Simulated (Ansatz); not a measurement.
CsPbBr₃:
```
CELL_PARAMETERS angstrom
      8.52902     0.00000     0.00000
      0.00000    11.89314     0.00000
      0.00000     0.00000     8.26566
ATOMIC_POSITIONS crystal
  Pb 0.00000 0.50000 0.00000
  Pb 0.50000 0.50000 0.50000
  Pb 0.50000 0.00000 0.50000
  Pb 0.00000 0.00000 0.00000
  Cs 0.55723 0.25000 0.01608
  Cs 0.94277 0.75000 0.51608
  Cs 0.05723 0.25000 0.48392
  Cs 0.44277 0.75000 0.98392
  Br 0.29316 0.46210 0.20436
  Br 0.20684 0.53790 0.70436
  Br 0.79316 0.03790 0.29564
  Br 0.70684 0.96210 0.79564
  Br 0.70684 0.53790 0.79564
  Br 0.79316 0.46210 0.29564
  Br 0.20684 0.96210 0.70436
  Br 0.29316 0.03790 0.20436
  Br 0.01409 0.75000 0.07299
  Br 0.48591 0.25000 0.57299
  Br 0.51409 0.75000 0.42701
  Br 0.98591 0.25000 0.92701
```

Relaxed with PBE. Special points in fractions of this cell's reciprocal vectors: Γ (0.000, 0.000, 0.000); X (0.500, 0.000, 0.000); S (0.500, 0.500, 0.000); Y (0.000, 0.500, 0.000); Z (0.000, 0.000, 0.500); U (0.500, 0.000, 0.500); R (0.500, 0.500, 0.500); T (0.000, 0.500, 0.500).

Task: List the band energies nearest the valence-band maximum at these points for the program Ansatz at the PBE level (PAW).

Result: In eV from the valence-band maximum; about four levels below and three above (degenerate sets whole), none deeper than 8.9 eV; points with the same levels are listed once.

| k | below | above |
|---|---|---|
| Γ | -1.02 -0.94 -0.54 0.00 | 2.12 2.20 2.24 |
| X | -1.04 -1.04 -0.73 -0.73 | 2.52 2.52 3.62 3.62 |
| S | -1.01 -1.01 -1.01 -1.01 | 3.74 3.74 3.74 3.74 |
| Y | -1.04 -1.04 -0.41 -0.41 | 2.30 2.30 2.44 2.44 |
| Z | -1.13 -1.13 -0.76 -0.76 | 2.51 2.51 3.62 3.62 |
| U | -0.96 -0.96 -0.52 -0.52 | 2.50 2.50 2.52 2.52 |
| R | -0.88 -0.88 -0.88 -0.88 | 2.69 2.69 2.69 2.69 |
| T | -1.10 -1.10 -1.10 -1.10 | 3.69 3.69 3.72 3.72 |

Space group Pnma. The PBE relaxation kept the symmetry of its start. Scalar-relativistic: spin–orbit coupling is off unless named, which matters more the heavier the elements.

Potentials: the later of the program's two PAW sets.
